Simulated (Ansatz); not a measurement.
Al (Im-3m), comparing deformations

The calculation used Ansatz 0.2.0, DFT r2SCAN, scalar-relativistic, plane waves, PAW. The runs took a 500 eV cutoff, a Γ-centred 20×20×20 mesh and Gaussian smearing (0.15 eV). No spin polarisation. Energies are free energies at this smearing, counted from the undisturbed cell; pressure is positive in compression.

Reference structure (as given, not relaxed at this level; it stands at 0.5 GPa; this bcc form isn't the usual structure):

```xyz
1
Lattice="-1.5912 1.5912 1.5912 1.5912 -1.5912 1.5912 1.5912 1.5912 -1.5912" Properties=species:S:1:pos:R:3 pbc="T T T"
Al    0.0000    0.0000    0.0000
```

The cell is strained by ε times a Voigt pattern (xx, yy, zz, yz, xz, xy; engineering shear) with fractional coordinates fixed. τ = (1/V0) dE/dε comes from the stress tensor. Of each scan, only the three points used here are listed.

```csv
pattern,ε,τ (GPa)
"(1, 1, 0, 0, 0, 0)",-0.0100,-3.93
"(1, 1, 0, 0, 0, 0)",0.0000,-0.96
"(1, 1, 0, 0, 0, 0)",0.0100,1.89
"(0, 0, 0, 1, 0, 0)",-0.0125,-0.438
"(0, 0, 0, 1, 0, 0)",0.0000,0.000
"(0, 0, 0, 1, 0, 0)",0.0125,0.438
"(0, 0, 1, 0, 0, 0)",-0.0150,-1.079
"(0, 0, 1, 0, 0, 0)",0.0000,-0.481
"(0, 0, 1, 0, 0, 0)",0.0150,0.118
```

Which constants do the scans give, and which deformation costs least for the same size of strain tensor?

The slope dτ/dε at zero (parabola through three points) is pᵀCp: (1, 1, 0, 0, 0, 0) gives 2(C11 + C12) = 291 GPa; (0, 0, 0, 1, 0, 0) gives C44 = 35 GPa; (0, 0, 1, 0, 0, 0) gives C11 = 40 GPa. The size of the strain tensor, ε:ε, is ε² times 2.0, 0.5, 1.0. Per unit of it the stiffnesses are 145, 70, 40 GPa, so (0, 0, 1, 0, 0, 0) is the softest of these: at ε:ε = (1 %)² the quadratic term costs 0.20 meV/atom against 0.73 for the stiffest.

In a metal these slopes depend on the k mesh and the smearing.